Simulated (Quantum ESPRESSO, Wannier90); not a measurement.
Ir (fcc (Cu type)): Wannier90 run

```
Ir
1.0
    0.00000     1.92697     1.92697
    1.92697     0.00000     1.92697
    1.92697     1.92697     0.00000
Ir
1
Direct
  0.00000   0.00000   0.00000
```

Structure: Materials Project mp-101, symmetrised, not relaxed again. This is the element's usual structure. Method: PBEsol plane waves in Quantum ESPRESSO 7.5 (PseudoDojo norm-conserving files, 55 Ry, spinors with spin-orbit coupling), Bloch states on a 10×10×10 mesh through Γ, Wannier90 4.0.1. Density: 18×18×18 mesh, cold smearing 0.01 Ry.

Base run: 18 functions from bands 9-42 of the 42 computed, start hydrogen-like Ir: s;p;d, centres 0.05 Å off the atoms, frozen window up to 1.50 eV relative to the Fermi level, outer window open. One thing is changed at a time; window edges are relative to the Fermi level. The misfit compares interpolated bands with pw.x on a high-symmetry path, for states up to 1.0 eV relative to the Fermi level. Converged means that the tolerances were met: symmetric starts can stop on a saddle, which shows as a larger Ω_OD at equal Ω_I and can move the misfit too.

Q: Which of these settings interpolates worst among those that finish?
(A) no frozen window
(B) base
(C) frozen window to 0.50 eV
(D) frozen window to 3.50 eV
(E) frozen window to -1.50 eV

A: A, no frozen window. The whole sweep:

| setting | functions | frozen to (eV) | Ω_I (Å²) | Ω_D (Å²) | Ω_OD (Å²) | rms misfit (meV) | worst (meV) | ended |
|---|---|---|---|---|---|---|---|---|
| base | 18 | 1.50 | 15.78 | 0.02 | 3.73 | 2.3 | 11 | converged |
| frozen window to -1.50 eV | 18 | -1.50 | 15.74 | 0.02 | 3.65 | 20 | 117 | converged |
| frozen window to 0.50 eV | 18 | 0.50 | 15.77 | 0.02 | 3.73 | 3.8 | 39 | converged |
| frozen window to 3.50 eV | 18 | 3.50 | 15.84 | 0.02 | 3.76 | 1.9 | 8.5 | converged |
| frozen window to 18.87 eV | 18 | 18.87 | – | – | – | – | – | stops: too many frozen states |
| no frozen window | 18 | none | 15.02 | 0.02 | 3.05 | 849 | 3093 | converged |
| outer window to 20.82 eV | 18 | 1.50 | – | – | – | – | – | stops: too few bands in the window |

Runs of this sweep that didn't settle are not listed.
